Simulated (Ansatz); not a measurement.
The start is a generated cell, CoSi2 placed in the fluorite structure type. A full variable-cell relaxation at zero pressure is run with r2SCAN (plane waves to 500 eV, PAW, scalar-relativistic; Ansatz, a quantum-chemistry and plane-wave program). The first steps use a coarse 7×7×7 k-mesh.

Initial structure:
```
CELL_PARAMETERS angstrom
      0.00000     2.75914     2.75914
      2.75914     0.00000     2.75914
      2.75914     2.75914     0.00000
ATOMIC_POSITIONS crystal
  Co 0.00000 0.00000 0.00000
  Si 0.25000 0.25000 0.25000
  Si 0.75000 0.75000 0.75000
```
Spin-polarised start, with parallel moments on Co.

Task: By how much does the energy per atom fall from start to end?

Result: 0.09 eV/atom.

Task: How does the volume per atom move from start to end?

Result: -10.7 %, from 14.00 to 12.51 Å³/atom.

Task: Is the relaxed structure metallic? Give its gap.

Result: Zero (metallic).

Task: What magnetic moments remain?

Result: Zero (the starting moments vanished).

Task: Write out the relaxed structure.

Result: 
```cif
data_Co4Si8
_chemical_formula_sum 'Co4 Si8'
_space_group_name_H-M_alt 'Fm-3m'
_space_group_IT_number 225
_space_group_name_Hall '-F 4 2 3'
_cell_length_a 5.31491
_cell_length_b 5.31491
_cell_length_c 5.31491
_cell_angle_alpha 90.000
_cell_angle_beta 90.000
_cell_angle_gamma 90.000
loop_
_atom_site_label
_atom_site_type_symbol
_atom_site_symmetry_multiplicity
_atom_site_Wyckoff_symbol
_atom_site_fract_x
_atom_site_fract_y
_atom_site_fract_z
_atom_site_occupancy
Co1 Co 4 a 0.00000 0.00000 0.00000 1
Si1 Si 8 c 0.25000 0.25000 0.25000 1
```
(The calculation used a cell of 3 atoms; values per cell refer to that cell.)

The space group stays Fm-3m (No. 225) (the run could not lower it); the end is AFLOW prototype AB2_cF12_225_a_c (C1, as in CaF2), with 3 atoms in the primitive cell. Final values are on a 15×15×15 k-mesh of the relaxed cell. No spin polarisation in the result: the starting moments vanished. The relaxed primitive cell holds an odd number of electrons. A magnetic state may lie lower.

The run could not lose the symmetry of its start.

All atoms sit on sites fixed by symmetry, so only the cell could relax.
